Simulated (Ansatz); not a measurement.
A geometry of Fe away from equilibrium: step 2 of the relaxation of a relaxed Fe cell, doubled along one cell vector, shaken by Gaussian noise of σ = 0.08 Å a coordinate. Computed with PBE (plane waves to 420 eV, PAW, scalar-relativistic; Ansatz, a program for electronic structure). Γ-centred k-mesh 16×16×8 on the run's cell (coarser than for final values), Fermi–Dirac smearing 0.05 eV.

```yaml
crystal:
  lattice:
    - [-1.41894, 1.41380, 1.41492]
    - [1.41386, -1.41891, 1.41493]
    - [2.83059, 2.83052, -2.84004]
  atoms:
    - { symbol: Fe, position: [0.03428, 0.02483, 0.05109] }
    - { symbol: Fe, position: [0.00603, 0.99712, 0.54434] }
```
Spin-polarised start, with parallel moments on Fe.

**Question.** Predict the force on each atom, in eV/Å.

**Answer.** 
```json
[
 {"atom": "Fe1", "Fx": "-0.20", "Fy": "-0.20", "Fz": "-0.29"},
 {"atom": "Fe2", "Fx": "0.20", "Fy": "0.20", "Fz": "0.29"}
]
```

**Question.** What is the pressure?

**Answer.** +0.6 GPa, compression positive.

**Question.** How much energy per atom can still be gained by relaxing?

**Answer.** 0.01 eV/atom; the path ends in Im-3m (No. 229) (bcc (W type)).

Spin state reached: ferromagnetic (net 2.17 μB/atom), from parallel starting moments; other spin orders were not run from this start.

The run could not lose the symmetry of its start.
